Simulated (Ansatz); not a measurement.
TiAl3 (D022 type, space group I4/mmm)

```yaml
crystal:
  lattice:
    - [-1.91209, 1.91209, 4.28030]
    - [1.91209, -1.91209, 4.28030]
    - [1.91209, 1.91209, -4.28030]
  atoms:
    - { symbol: Al, position: [0.50000, 0.50000, 0.00000] }
    - { symbol: Al, position: [0.75000, 0.25000, 0.50000] }
    - { symbol: Al, position: [0.25000, 0.75000, 0.50000] }
    - { symbol: Ti, position: [0.00000, 0.00000, 0.00000] }
```

In each cell atom 4 (Ti, nearest neighbour Al at 2.704 Å; its periodic images, 3.8 Å or more away, move with it) moves by s·(0.000, 0.000, 1.000) (along Cartesian z), the rest being held.

Computed with r2SCAN (plane waves to 500 eV, PAW, scalar-relativistic; Ansatz, a first-principles code). k mesh 14×14×14 (Γ-centred), Fermi-Dirac smearing 0.05 eV. Compression counts positive. With partly filled bands, energies and forces of such displacements shift with the k mesh and the smearing. F∥ is the force on the atom along that direction. TiAl3 is run without spin polarisation. TiAl3 was relaxed with its symmetry unable to fall. 

```json
[
 {"s (Å)": "-0.540", "P (GPa)": "___", "F∥ (eV/Å)": "4.836"},
 {"s (Å)": "-0.432", "P (GPa)": "5.0", "F∥ (eV/Å)": "3.822"},
 {"s (Å)": "-0.324", "P (GPa)": "___", "F∥ (eV/Å)": "2.826"},
 {"s (Å)": "-0.216", "P (GPa)": "___", "F∥ (eV/Å)": "1.863"},
 {"s (Å)": "-0.108", "P (GPa)": "0.3", "F∥ (eV/Å)": "0.925"},
 {"s (Å)": "0.000", "P (GPa)": "0.0", "F∥ (eV/Å)": "0.000"},
 {"s (Å)": "0.108", "P (GPa)": "0.3", "F∥ (eV/Å)": "-0.925"},
 {"s (Å)": "0.216", "P (GPa)": "___", "F∥ (eV/Å)": "-1.863"},
 {"s (Å)": "0.324", "P (GPa)": "___", "F∥ (eV/Å)": "-2.826"},
 {"s (Å)": "0.432", "P (GPa)": "5.0", "F∥ (eV/Å)": "-3.822"},
 {"s (Å)": "0.540", "P (GPa)": "___", "F∥ (eV/Å)": "-4.836"}
]
```

**Question.** Complete the blanks.

**Answer.** 
- -0.540, P (GPa): 7.7
- -0.324, P (GPa): 2.8
- -0.216, P (GPa): 1.2
- 0.216, P (GPa): 1.2
- 0.324, P (GPa): 2.8
- 0.540, P (GPa): 7.7

(For displaced atoms, the force is minus the slope of the energy, and its curvature is a force constant, which sets phonon frequencies.)
